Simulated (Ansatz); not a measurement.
**Ga: energy along a strain**

Ga, I4/mmm, a = 2.808 Å, c = 4.458 Å (as given, not relaxed at this level: 0.9 GPa). This isn't the element's structure at ambient conditions. Ansatz: r2SCAN, PAW, 500 eV, Γ-centred 24×24×24 mesh on 1 atom, Gaussian smearing 0.15 eV; no spin polarisation. Cell vectors (Å): -1.404 1.404 2.229; 1.404 -1.404 2.229; 1.404 1.404 -2.229. The cell is strained by x per cent times the pattern (0 1 0 0 0 0) in the order xx yy zz yz xz xy (engineering shears), with fractional coordinates held. y is the free energy over the start, V0 = 17.575 Å³/atom.

| x (%) | y (meV/atom) |
| --- | --- |
| -2.00 | ? |
| -1.50 | 2.06 |
| -1.00 | 1.15 |
| 0.00 | 0.00 |
| 0.50 | -0.33 |
| 1.50 | -0.56 |
| 2.00 | -0.41 |

Question: Fit y = c1 x + c2 x² + c3 x³ to the other rows, get the stiffness along the pattern, and predict the missing energy.

Answer: Least squares on the rows shown. y = −0.8335 x + 0.3352 x² − 0.01203 x³. The clamped-ion stiffness p·C·p = 2 × 3.352 eV × 160.2 / 17.575 Å³ = 61 GPa, which is C22 in these axes (second derivative at the start, which stands under stress). With a term in x⁴ added, the coefficient of x² becomes 0.2986, 11 % less, which shows how far this figure hangs on the form. At x = -2.00 the fit asked for gives 3.10 meV/atom. The run gave 3.25 meV/atom, so the fit is 0.15 meV/atom too low, a small miss on the scale of the series.